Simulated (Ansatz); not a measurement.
In plane-wave PAW r²SCAN (Ansatz code), ZnS in the NiAs type structure (P6_3/mmc) relaxes to a = 3.590 Å, c = 5.880 Å. Zn has 6 nearest neighbours from 2.54 Å (octahedral); S has 6 nearest neighbours from 2.54 Å (trigonal prismatic). Its formation energy from the elements is -0.64 eV/atom, with no fitted shifts.

The Kohn–Sham gap is 0.82 eV (indirect). The valence maximum lies on the Γ–M line, 37 % of the way from Γ and the conduction minimum at K (2 equivalent valleys). HSE06 on the same cell gives 1.48 eV. The electron mass is 0.21, 0.31, 0.31 mₑ (principal values). The hole mass is 0.21, 1.1, 3.6 mₑ (principal values).

An equation-of-state fit gives a bulk modulus of 975 kbar. The relaxed-ion elastic constants in GPa are C11 = 142, C12 = 87.7, C13 = 58.1, C33 = 188, C44 = 0.3. Bader charges are Zn +1.04, S -1.04 e.

The start of the workflow was typed in or built on a structure type; neither database checked (COD, Materials Project) lists it. It is not the phase usual at ambient conditions (space group No. 186, 216). The r²SCAN relaxation kept the symmetry of its start; its stability against distortions is not shown here. The references are the lowest solids computed at this level, not always the standard phases.

Potentials: the earlier of the program's two PAW sets. The files were generated under PBE; for other functionals the program regenerates the frozen cores, and for LDA and PBEsol the local potential too.
